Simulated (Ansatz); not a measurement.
# Cold compression of Eu (bcc type)

```yaml
crystal:
  lattice:
    - [-2.19396, 2.19396, 2.19396]
    - [2.19396, -2.19396, 2.19396]
    - [2.19396, 2.19396, -2.19396]
  atoms:
    - { symbol: Eu, position: [0.00000, 0.00000, 0.00000] }
```

The cell comes from a relaxation on PAW files under the same functional, begun from a prototype that needn't be the stable phase.

Its volume is scaled at fixed shape and fractional positions.

All numbers are PBE results (scalar-relativistic) from Ansatz 0.2.0, with a Γ-centred 14×14×14 k mesh, Fermi–Dirac smearing of 0.05 eV, spin-polarised from start moments Eu 7 μB. Methods: LAPW: all electrons, basis error target 1 meV/atom; PAW: frozen-core files, cutoff 420 eV; crystal datasets: all electrons, by PAW datasets that the program makes for each cell; PAW (cutoff 300 eV): frozen-core files, cutoff 300 eV.

Energies are extrapolated to zero smearing and count from the unscaled cell; pressure is positive in compression; gaps take the mesh and a band path. No temperature or zero-point motion is included.

The open f shell is treated without a Hubbard term, so these are results of the method, and the state needn't be the lowest. Spin–orbit coupling is left out, which matters for the heavy atoms. The structure type is held throughout; the real material can change phase at far lower pressure.

| V/V0 | V (Å³/atom) | P LAPW (GPa) | ΔE LAPW (eV/atom) | P PAW − LAPW (GPa) | ΔE PAW − LAPW (meV/atom) | moment (μB/cell) |
| --- | --- | --- | --- | --- | --- | --- |
| 1.00 | 42.24 | 0.04 | 0.000 | -0.06 | 0.0 | 7.26 |
| 0.88 | 37.17 | 2.24 | 0.032 | -0.08 | -2.3 | 7.21 |
| 0.78 | 32.95 | 5.37 | 0.128 | -0.10 | -4.6 | 7.19 |
| 0.68 | 28.72 | 10.31 | 0.331 | -0.12 | -7.3 | 7.19 |
| 0.58 | 24.50 | 18.86 | 0.704 | -0.14 | -10.7 | 7.23 |
| 0.50 | 21.12 | ? | ? | ? | ? | ? |
| 0.43 | 18.16 | 50.2 | 1.953 | -0.21 | -17.6 | 7.14 |

Question: Fit the Vinet equation to the LAPW pressures shown (residuals weighted by 1/(|P| + 0.03·Pmax)), and predict the pressure of the withheld row.

Answer: The fit gives V0 = 42.38 Å³/atom, B0 = 13 GPa and B0′ = 3.91. At 21.12 Å³/atom, x = (V/V0)^(1/3) = 0.7928, and P = 3·B0·(1 − x)/x²·exp[1.5·(B0′ − 1)·(1 − x)] = 31.7 GPa. The run itself gave 31.2 GPa (+1.5 % off) and ΔE = 1.222 eV/atom.

Question: At the smallest volume, how far do crystal datasets and PAW (cutoff 300 eV) lie from LAPW in pressure?

Answer: crystal datasets: 0.00 GPa; PAW (cutoff 300 eV): +0.56 GPa, on a LAPW pressure of 50.2 GPa.

Question: How do the Löwdin populations by LAPW change from the unscaled cell to the last row?

Answer: Eu 5s 1.94 → 1.80, Eu 6s 0.75 → 0.36, Eu 5p 5.95 → 5.67, Eu 5d 1.48 → 2.50, Eu 4f 6.85 → 6.67 electrons an atom. These are projections on the shells that the free atoms fill; 0.02 e a cell lies outside them at the start and 0.01 e at the end.
